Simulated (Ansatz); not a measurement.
Relaxed-ion elastic tensor of Cr (simple cubic, Pm-3m) in GPa (Voigt order), r²SCAN in the plane-wave PAW code Ansatz; density 6.93 g/cm³, 12.47 Å³ per atom.

```json
[
 {"": "1", "1": "479", "2": "67.2", "3": "67.2", "4": "0.0", "5": "0.0", "6": "0.0"},
 {"": "2", "1": "67.2", "2": "479", "3": "67.2", "4": "0.0", "5": "0.0", "6": "0.0"},
 {"": "3", "1": "67.2", "2": "67.2", "3": "479", "4": "0.0", "5": "0.0", "6": "0.0"},
 {"": "4", "1": "0.0", "2": "0.0", "3": "0.0", "4": "-126", "5": "0.0", "6": "0.0"},
 {"": "5", "1": "0.0", "2": "0.0", "3": "0.0", "4": "0.0", "5": "-126", "6": "0.0"},
 {"": "6", "1": "0.0", "2": "0.0", "3": "0.0", "4": "0.0", "5": "0.0", "6": "-126"}
]
```

### Question
Is the crystal mechanically stable?

### Answer
No: the smallest eigenvalue of C is -126 GPa.

The cell is a constructed one: a structure type filled with these elements; neither database checked (COD, Materials Project) lists it. It is not the phase usual at ambient conditions (space group No. 229). Symmetry was held in the r²SCAN relaxation. At this level the phase is mechanically unstable. The workflow began spin-polarised and lost its moments. The cell computed holds one magnetic atom, so no antiferromagnetic order was within reach. As this level gives no gap, shear constants depend on the k-mesh and smearing (Fermi–Dirac, 0.1 eV here). On the denser mesh and wider smearing of the elastic run this cell carries a stress of 0.7 GPa.

Potentials: the earlier of the program's two PAW sets.
